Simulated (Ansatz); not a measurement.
Starting cell, LiCl (rock salt):

```
CELL_PARAMETERS angstrom
      0.00000     2.55614     2.55614
      2.55614     0.00000     2.55614
      2.55614     2.55614     0.00000
ATOMIC_POSITIONS crystal
  Cl 0.00000 0.00000 0.00000
  Li 0.50000 0.50000 0.50000
```

The atoms are displaced by Q × the pattern below (from a DFPT mode at Γ, largest move 1; Q in Å), at fixed cell. It is one choice among 3 degenerate patterns.

```csv
atom,x,y,z
Cl1,0.000,0.000,0.196
Li2,0.000,0.000,-1.000
```

Calculation: r2SCAN (plane waves to 500 eV, PAW, scalar-relativistic; Ansatz, a quantum-chemistry and plane-wave program). k mesh 11×11×11 (Γ-centred), Fermi-Dirac smearing 0.05 eV. The energy includes the smearing's −TS. Stress and pressure are positive under compression. LiCl was relaxed with its symmetry unable to fall. ΔE is measured from the undisplaced structure.

Q: What ΔE (eV/cell) and P (GPa) does the calculation give at Q (Å) = -0.100, -0.083, -0.033, 0.017, 0.067, 0.100?

A: 
```json
[
 {"Q (Å)": "-0.100", "ΔE (eV/cell)": "0.0060", "P (GPa)": "0.18"},
 {"Q (Å)": "-0.083", "ΔE (eV/cell)": "0.0041", "P (GPa)": "0.13"},
 {"Q (Å)": "-0.033", "ΔE (eV/cell)": "0.0006", "P (GPa)": "0.02"},
 {"Q (Å)": "0.017", "ΔE (eV/cell)": "0.0002", "P (GPa)": "0.01"},
 {"Q (Å)": "0.067", "ΔE (eV/cell)": "0.0026", "P (GPa)": "0.08"},
 {"Q (Å)": "0.100", "ΔE (eV/cell)": "0.0060", "P (GPa)": "0.18"}
]
```

(A displaced cell: forces are minus the slopes of the energy, force constants its curvatures, and phonons follow from these.)
